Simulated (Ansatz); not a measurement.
A relaxed cell of Al7Cu is given with its symmetry left out. The cell was found from a structure generator's guess, not taken from experiment.

These are results of DFT PBE, scalar-relativistic, plane waves, PAW in Ansatz, not measurements. Cutoff 420 eV, Γ-centred mesh, Gaussian smearing, no spin polarisation.

```
CELL_PARAMETERS angstrom
0.00000 3.97976 3.97976
3.97976 0.00000 3.97976
3.97976 3.97976 0.00000
ATOMIC_POSITIONS crystal
Al 0.50000 0.00000 0.00000
Al 0.00000 0.50000 0.50000
Al 0.00000 0.50000 0.00000
Al 0.50000 0.00000 0.50000
Al 0.00000 0.00000 0.50000
Al 0.50000 0.50000 0.00000
Al 0.00000 0.00000 0.00000
Cu 0.50000 0.50000 0.50000
```

Formation energies are uncorrected and refer to the elements' standard structures at the same level.

Problem. Find its symmetry and describe it.

Solution. Fm-3m (No. 225), with Al and Cu ordered on fcc sites. Conventional cell: a = 7.960 Å. Al on a site of symmetry mmm is surrounded by 10 Al at 2.81 Å and 2 Cu at 2.81 Å; Al on a site of symmetry m-3m has 12 Al at 2.81 Å; Cu has 12 Al at 2.81 Å.

Problem. How far does it lie from the elements in energy?

Solution. −0.01 eV/atom. The formation energy is too near zero to say whether this cell lies below the elements.

Problem. Is it a metal?

Solution. Yes, bands cross the Fermi level on the 8×8×8 mesh.

The last run used an 8×8×8 mesh for its 8-atom cell and Gaussian smearing of 0.10 eV. For metals, differences of a few meV/atom aren't resolved. A later test with randomly moved atoms came back to the same energy, though modes that don't fit the test's cell weren't probed.
